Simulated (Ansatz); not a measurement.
Relaxed candidate structures of Bi2Te3:

A. P-3m1 (No. 164), hP5; a = b = 4.376 Å, c = 10.755 Å, α = β = 90.00°, γ = 120.00°; Te 2d (0.667, 0.333, 0.149); Bi 2d (0.333, 0.667, 0.309); Te 1b (0.000, 0.000, 0.500)

B. R-3m, hexagonal axes (No. 166), hR5; a = 4.3945 Å, b = 4.3945 Å, c = 31.3843 Å, α = 90.00°, β = 90.00°, γ = 120.00°; Bi 6c (0.000, 0.000, 0.398); Te 3a (0.000, 0.000, 0.000); Te 6c (0.000, 0.000, 0.214)

Q: Put the candidates in order of energy per atom, lowest first, for r2SCAN+rVV10 (plane waves to 500 eV, PAW, scalar-relativistic; Ansatz, a first-principles code).

A: B (reference, the lowest among the structures calculated here), A (+6 meV/atom)

Q: Give each candidate's band gap.

A: No candidate is metallic. A: 0.87 eV (no spin-orbit coupling); B: 0.68 eV (no spin-orbit coupling).

5 runs with a doubtful electronic state, a coarser numerical grid, an end not at rest or a source that can't be used are left out. Each run could gain symmetry but not lose that of its start, so entries can be saddle points. From databases, or of a type measured for this composition: R-3m, hR5; the others are generated cells (placed on structure types, drawn at random, substituted or restacked) that were not matched to a known phase here. Energies are at zero temperature and pressure, without zero-point motion. No spin polarisation in the result. Without spin-orbit coupling the bands of the heavy element are not split, so the gap can be far off.
